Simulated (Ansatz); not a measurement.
**SrCd: zone-centre modes**

Method: DFT LDA, scalar-relativistic, plane waves, PAW in Ansatz. Cutoff 420 eV, 10×10×10 k-points (Γ-centred), Fermi-Dirac smearing of 0.15 eV. No spin polarisation. Phonons by linear response, acoustic sum rule imposed.

The cell, relaxed at this level:
```yaml
crystal:
  lattice:
    - [3.90764, 0.00000, 0.00000]
    - [0.00000, 3.90764, 0.00000]
    - [0.00000, 0.00000, 3.90764]
  atoms:
    - { symbol: Sr, position: [0.50000, 0.50000, 0.50000] }
    - { symbol: Cd, position: [0.00000, 0.00000, 0.00000] }
```

In a metal, frequencies and elastic constants depend on the k mesh and the smearing, soft modes and shear constants most.

Optical modes at Γ; i marks an imaginary frequency:
| frequency (THz) | degeneracy |
| --- | --- |
| 3.32 | 3 |

All 3 optical modes at Γ are real: no displacement of atoms at fixed cell lowers the energy to second order. Strains and modes at other wave vectors aren't tested by this run.

Cost: 1 run of about 0.69 core-minutes, on Arm Neoverse V1 (shared hosts).